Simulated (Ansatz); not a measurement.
Relaxed-ion elastic tensor of K (bcc (W type), Im-3m) in GPa (Voigt order), plane-wave PAW PBE (Ansatz code); density 0.88 g/cm³, 73.66 Å³ per atom.

```
     1    2    3    4    5    6
-  ---  ---  ---  ---  ---  ---
1  4.0  3.4  3.4  0.0  0.0  0.0
2  3.4  4.0  3.4  0.0  0.0  0.0
3  3.4  3.4  4.0  0.0  0.0  0.0
4  0.0  0.0  0.0  2.7  0.0  0.0
5  0.0  0.0  0.0  0.0  2.7  0.0
6  0.0  0.0  0.0  0.0  0.0  2.7
```

### Question
Is the crystal mechanically stable?

### Answer
Yes: the smallest eigenvalue of C is 0.6 GPa.

### Question
Work out the Voigt, Reuss and Hill averages.

### Answer
K_V = 3.6, K_R = 3.6, K_H = 3.6; G_V = 1.7, G_R = 0.7, G_H = 1.2 GPa.

### Question
Give Young's modulus, Poisson's ratio, Pugh's ratio and the universal anisotropy index.

### Answer
E = 9KG/(3K + G) = 3.2 GPa; ν = 0.35; K/G = 2.99 (ductile by the Pugh limit of 1.75); A_U = 5G_V/G_R + K_V/K_R − 6 = 7.88.

### Question
Estimate the sound speeds and the Debye temperature.

### Answer
v_l = √((K + 4G/3)/ρ) = 2430 m/s, v_t = √(G/ρ) = 1170 m/s, mean 1310 m/s; Θ = (h/k)(3n/4πV)^(1/3) v_m = 93.2 K.

### Question
Give the Zener ratio and Young's modulus along [100], [110] and [111].

### Answer
A = 2C44/(C11 − C12) = 8.45; 1/E = S11 − 2(S11 − S12 − S44/2)Γ with Γ = 0, 1/4, 1/3 gives 0.9, 2.6, 6.4 GPa.

Symmetry was held in the PBE relaxation. As this level gives no gap, shear constants depend on the k-mesh and smearing (Fermi–Dirac, 0.1 eV here).

Potentials: the later of the program's two PAW sets.
